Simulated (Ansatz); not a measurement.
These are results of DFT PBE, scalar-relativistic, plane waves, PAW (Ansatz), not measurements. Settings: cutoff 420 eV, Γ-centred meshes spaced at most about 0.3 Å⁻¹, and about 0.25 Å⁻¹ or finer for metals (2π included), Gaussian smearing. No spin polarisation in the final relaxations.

Temperature and zero-point effects are left out.

Two relaxed structures of Ti₂Al₅Ni₃:

A.

```
Ti Al Ni
1.0
     2.86535    0.00000    0.00000
     0.00000    2.86535    0.00000
     0.00000    0.00000   16.72566
Ti Al Ni
2 5 3
Direct
  0.00000 0.00000 0.79385
  0.00000 0.00000 0.20615
  0.50000 0.50000 0.91229
  0.50000 0.50000 0.08771
  0.50000 0.50000 0.32477
  0.50000 0.50000 0.50000
  0.50000 0.50000 0.67523
  0.00000 0.00000 0.00000
  0.00000 0.00000 0.41279
  0.00000 0.00000 0.58721
```

B.

```
Ti Al Ni
1.0
     2.85813    0.00000    0.00000
     0.00000    2.85813    0.00000
     0.00000    0.00000   16.84775
Ti Al Ni
2 5 3
Direct
  0.50000 0.50000 0.38068
  0.50000 0.50000 0.61932
  0.00000 0.00000 0.91261
  0.00000 0.00000 0.08739
  0.00000 0.00000 0.26220
  0.00000 0.00000 0.50000
  0.00000 0.00000 0.73780
  0.50000 0.50000 0.00000
  0.50000 0.50000 0.17437
  0.50000 0.50000 0.82563
```

Question: Which is lower in energy, and by how much?

Answer: A is lower, by 8 meV/atom. A has space group P4/mmm (No. 123), 13.7 Å³/atom and no gap on its mesh; B has space group P4/mmm (No. 123), 13.8 Å³/atom and no gap. Counting all near atoms (those within 1.25 times the shortest distance at each site; a plus sign parts nearer from farther groups; a slash parts the counts of unlike sites), A has Ti 12+2, Al 4+9/8+6, Ni 8+4/8+5 and B has Ti 12+1, Al 12/4+9/8+6, Ni 8+5/8+6. In A, Ti is surrounded by 8 Al at 2.83–2.84 Å and 4 Ti at 2.87 Å; Al on a site of symmetry 4mm is surrounded by 4 Ni at 2.50 Å, 4 Ti at 2.83 Å and 5 Al at 2.87–2.93 Å; Ni on a site of symmetry 4/mmm is surrounded by 8 Al at 2.50 Å and 4 Ni at 2.87 Å; 3 more sites not described. In B, around Ti lie 8 Al at 2.84–2.85 Å and 4 Ti at 2.86 Å; around Al on a site of symmetry 4mm lie 8 Ni at 2.50 Å and 6 Al at 2.86–2.95 Å; Ni on a site of symmetry 4/mmm has 8 Al at 2.50 Å and 6 Ni at 2.86–2.94 Å; 3 more sites not described. Both come from invented guesses.

For metals, differences of a few meV/atom aren't resolved. Trial moments died out on the coarse mesh in P4/mmm; another magnetic start might hold. Cells relaxed within their symmetry can be saddle points.
